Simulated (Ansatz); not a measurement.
The slice is one period of a {110} plane through atoms; its size isn't given.

Level of theory: r2SCAN (plane waves to 500 eV, PAW, scalar-relativistic; Ansatz, a program for electronic structure). These are valence fields of a PAW run, semicore shells included where kept as valence: close to a nucleus they are smooth pseudo fields.

```
|7777665533111100000000111133556677|
|6666554422110000000000001122445566|
|5555443311000000000000000011334455|
|3333221111000000000000000011112233|
|2222221111000000000000000011112222|
|2222221111000000000000000011112222|
|3333332222110000000000001122223333|
|4444333322221100000000112222333344|
|5555444433221111000011112233444455|
|7766554433222211000011222233445566|
|9988665544332211111111223344556688|
|9999775544332211111111223344557799|
|9988665544332211111111223344556688|
|7766554433222211000011222233445566|
|5555444433221111000011112233444455|
|4444333322221100000000112222333344|
|3333332222110000000000001122223333|
|2222221111000000000000000011112222|
|2222221111000000000000000011112222|
|3333221111000000000000000011112233|
|5555443311000000000000000011334455|
|6666554422110000000000001122445566|
|7777665533111100000000111133556677|
|7777665533111111111111111133556677|
```
Scale: ten equal steps from -1.63 (start of '0') to 1.66 (end of '9'), in the order '0123456789'. Values: log₁₀ of the valence density in e/Å³. The map has 17 points along u (two characters each, u = 0 at the left) and 24 along v (v = 0 in the bottom row). The scale is logarithmic, as a density can span decades between atoms and voids.

```
|xx99400000000499x|
|x9971000000001799|
|99730000000000379|
|43100000000000013|
|00000000000000000|
|44432100000012344|
|88876410000146788|
|99998641001468999|
|99999852002589999|
|x7899863003689987|
|xx79987300378997x|
|xxx899730037998xx|
|xx79987300378997x|
|x7899863003689987|
|99999852002589999|
|99998641001468999|
|88876410000146788|
|44432100000012344|
|00000000000000000|
|43100000000000013|
|99730000000000379|
|x9971000000001799|
|xx99400000000499x|
|xxx950000000059xx|
```
Scale: ten equal steps from 0.02 (start of '0') to 0.86 (end of '9'), in the order '0123456789'. Values: electron localisation function (ELF). The map has 17 points along u (one character each, u = 0 at the left) and 24 along v (v = 0 in the bottom row). Points within 0.5 Å of a nucleus are blanked (x), as the pseudised field means little there.

Q: Which relaxed crystal do these maps come from?
A) KCl (rock salt)
B) CaSe (rock salt)
C) PbSe (rock salt)
D) NaI (rock salt)

A: B, CaSe (rock salt). Atoms on the slice: Ca at (0.00, 0.00); Se at (0.00, 0.50)

All were relaxed with their symmetry unable to fall. Spin-orbit coupling is left out.
